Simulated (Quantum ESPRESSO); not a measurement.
# SiAsF3O3: a curve over one atom's position

Computed values, not a measurement. The program is pw.x of Quantum ESPRESSO 7.5 (plane-wave density functional theory). The cell is made up: 8 atoms on a quartz lattice with one site empty, with randomly drawn elements, strain and displacements, not relaxed. PseudoDojo standard norm-conserving files (v0.5 for PBE, v0.4.1 for LDA and PBEsol) set the functional; there is no spin polarisation, spin-orbit coupling or dispersion term, and the masses in the input are unused placeholders.

Seven runs move atom 7 (O, counted in the order of the input) along z and keep all else fixed.

Input of the run at +0.0072:

```
&control calculation='scf', pseudo_dir='./dojo.nc.sr.pbe.v0_5.standard.upf', outdir='./o', disk_io='medium', tprnfor=.true., tstress=.true. /
&system ibrav=0, nat=8, ntyp=4, nbnd=35, ecutwfc=84.00895049, nosym=.true., tot_charge=0,
 occupations='smearing', smearing='fd', degauss=0.0018374661
/
&electrons conv_thr=7.350e-09, electron_maxstep=60, /
ATOMIC_SPECIES
As 1.0 As.upf
F 1.0 F.upf
O 1.0 O.upf
Si 1.0 Si.upf
CELL_PARAMETERS angstrom
5.0473 0.0 0.0
-2.5236 4.3711 0.0
0.0 0.0 5.5399
ATOMIC_POSITIONS angstrom
Si 2.4133 -0.0129 3.6107
As 1.309 2.3387 -0.0468
F 1.4155 1.1626 4.3585
F 3.3317 0.5746 2.5409
F 2.8078 2.5091 0.6532
O 0.2853 1.7593 1.1818
O -1.1295 3.1793 3.0768
O 0.7824 3.718 4.8584
K_POINTS automatic
5 5 4 1 1 1
```

```
shift of atom 7 along z (Å)  free energy less that of the input shown (eV)  Fx on atom 7 (eV/Å)  Fy on atom 7 (eV/Å)  Fz on atom 7 (eV/Å)  pressure (GPa)  next band up at Gamma (eV)  iterations
                    -0.0516                                         0.1291                1.792                3.303                2.427            7.70                       1.118          13
                    -0.0442                                         0.1114                1.763                3.273                2.369            7.73                       1.129          13
                    -0.0349                                         0.0897                1.726                3.233                2.295            7.76                       1.142          13
                    +0.0072                                         0.0000                1.550                3.045                1.968            7.92                       1.198          13
                    +0.0203                                        -0.0251                1.492                2.983                1.867            7.97                       1.215          13
                    +0.0327                                        -0.0477                1.436                2.924                1.771            8.02                       1.230          13
                    +0.0742                                        -0.1145                1.242                2.718                1.451            8.19                       1.279          13
```

A cubic fit gives dFz/dz = -7.75 eV/Å² at zero shift. Across the table the free energy follows the integral of the force to within 0.1 meV. A rerun of one of the cells at 1437 eV and a 7 x 7 x 6 mesh moved values by no more than 0.004 eV in energy, 0.02 GPa in stress and 0.002 eV/Å in force. The band column is the level of band 30 at Gamma less that of band 29, whose number is half the electron count, rounded up; it comes from a band step after each run.